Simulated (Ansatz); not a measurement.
A geometry of Nb away from equilibrium: step 2 of the relaxation of a relaxed Nb cell, doubled along one cell vector, shaken by Gaussian noise of σ = 0.08 Å a coordinate. The numbers are results of r2SCAN (plane waves to 500 eV, PAW, scalar-relativistic; Ansatz, a quantum-chemistry and plane-wave program), not measurements. Γ-centred k-mesh 13×7×6 on the run's cell (coarser than for final values), Fermi–Dirac smearing 0.05 eV.

```xyz
4
Lattice="2.8743 -0.0111 -0.0148 -2.8936 4.9496 0.0442 -0.0271 0.0311 5.2026" Properties=species:S:1:pos:R:3:forces:R:3 pbc="T T T" free_energy=-18253.102 pressure_GPa=2.1
Nb     0.1326     1.6229     3.8720   -0.0891    0.0526    1.7066
Nb    -1.5464     4.1000     3.9178    0.1081   -0.2089    0.9545
Nb     1.4149     0.9290     1.4669   -0.0047   -0.2560   -1.7898
Nb    -0.1677     3.3644     1.3543   -0.0142    0.4122   -0.8712
```

Positions in Å, forces in eV/Å, free energy of the cell in eV (comparable only within this code, potentials and settings). Largest force: 1.81 eV/Å, on Nb3 (atoms numbered as listed); the geometry lies 0.36 eV/atom above the end of its relaxation.

No spin polarisation in the result.

Of the parent cell (P6₃/mmc (No. 194)): it is a generated cell of Nb: the first start was made by a random draw of sites in a space group, and the end was not matched to a known phase here, so it may be hypothetical. Known forms of Nb include space group No. 229.
